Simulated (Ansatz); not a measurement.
Si2Ru:
Space group P4₂/mnm (No. 136); a = b = 5.9284 Å, c = 2.9706 Å, α = β = γ = 90.00°

```json
[
 {"atom": "Ru", "site": "2a", "symmetry": "m.mm", "x": "0.0000", "y": "0.0000", "z": "0.0000"},
 {"atom": "Si", "site": "4f", "symmetry": "m.2m", "x": "0.2802", "y": "0.2802", "z": "0.0000"}
]
```

Relaxed with r²SCAN.

### Question
Tabulate the valence density and the electron localisation function along the shortest Ru–Si contact (2.35 Å), the program Ansatz at the r²SCAN level (PAW).

### Answer


```csv
distance from Ru (Å),density (e/Å³),ELF
0.23,10.69,0.53
0.35,8.90,0.58
0.47,6.75,0.58
0.59,4.64,0.53
0.70,2.88,0.45
0.82,1.62,0.36
0.94,0.95,0.30
1.06,0.71,0.33
1.17,0.62,0.46
1.29,0.59,0.66
1.41,0.60,0.79
1.53,0.59,0.84
1.64,0.54,0.82
1.76,0.44,0.74
1.88,0.34,0.61
2.00,0.24,0.54
2.11,0.17,0.58
```

The density is the valence pseudo-density with augmentation charge, so density and ELF within about 1 Å of a nucleus are not all-electron values.

Space group P4_2/mnm. The start of the workflow was typed in or built on a structure type; neither database checked (COD, Materials Project) lists it. Its standing as an ambient phase is unchecked. Symmetry was held in the r²SCAN relaxation; its stability against distortions is not shown here. No spin polarisation was allowed. The volume moved by 20 % from the start of the relaxation.

Potentials: the earlier of the program's two PAW sets.
